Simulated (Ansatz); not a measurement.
According to plane-wave PAW PBEsol (Ansatz code), Cr in the diamond structure (Fd-3m) relaxes to a = 5.008 Å. Cr has 4 nearest neighbours from 2.17 Å (tetrahedral).

Electronic character: metallic (no gap). The magnetic state found is non-magnetic (starting moments vanished).

The start of the workflow was typed in or built on a structure type; neither database checked (COD, Materials Project) lists it. It is not the phase usual at ambient conditions (space group No. 229). The PBEsol relaxation kept the symmetry of its start; its stability against distortions is not shown here. The workflow began spin-polarised and lost its moments. The volume moved by -17 % from the start of the relaxation.

Potentials: the earlier of the program's two PAW sets. The files were generated under PBE; for other functionals the program regenerates the frozen cores, and for LDA and PBEsol the local potential too.
